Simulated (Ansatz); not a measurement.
A distorted cell of SnCl2 (space group Pnma):

```
CELL_PARAMETERS angstrom
      7.47652     0.00000     0.00000
      0.00000     4.28524     0.00000
      0.00000     0.00000     8.93671
ATOMIC_POSITIONS crystal
  Sn 0.76593 0.77100 0.58478
  Sn 0.23407 0.27100 0.41522
  Sn 0.73407 0.22900 0.08478
  Sn 0.26593 0.72900 0.91522
  Cl 0.52092 0.24064 0.84297
  Cl 0.47908 0.74064 0.15703
  Cl 0.97908 0.75936 0.34297
  Cl 0.02092 0.25936 0.65703
  Cl 0.14165 0.23935 0.07798
  Cl 0.85835 0.73935 0.92202
  Cl 0.35835 0.76065 0.57798
  Cl 0.64165 0.26065 0.42202
```

These are LDA (plane waves to 420 eV, PAW, scalar-relativistic; Ansatz, a program for electronic structure) values and carry that method's errors. k mesh 4×6×3 (Γ-centred), Fermi-Dirac smearing 0.05 eV. Compression counts positive. SnCl2 was relaxed with its symmetry unable to fall. The relaxed volume of SnCl2 is well below the measured one.

Problem. What forces act on the atoms (eV/Å, Cartesian)?

Solution. 
| atom | Fx | Fy | Fz |
|---|---|---|---|
| Sn1 | -0.002 | -0.032 | 0.005 |
| Sn2 | 0.002 | -0.032 | -0.005 |
| Sn3 | 0.002 | 0.032 | 0.005 |
| Sn4 | -0.002 | 0.032 | -0.005 |
| Cl5 | 0.004 | 0.004 | 0.000 |
| Cl6 | -0.004 | 0.004 | 0.000 |
| Cl7 | -0.004 | -0.004 | 0.000 |
| Cl8 | 0.004 | -0.004 | 0.000 |
| Cl9 | 0.000 | 0.005 | 0.001 |
| Cl10 | 0.000 | 0.005 | -0.001 |
| Cl11 | 0.000 | -0.005 | 0.001 |
| Cl12 | 0.000 | -0.005 | -0.001 |

(A displaced cell: forces are minus the slopes of the energy, force constants its curvatures, and phonons follow from these.)
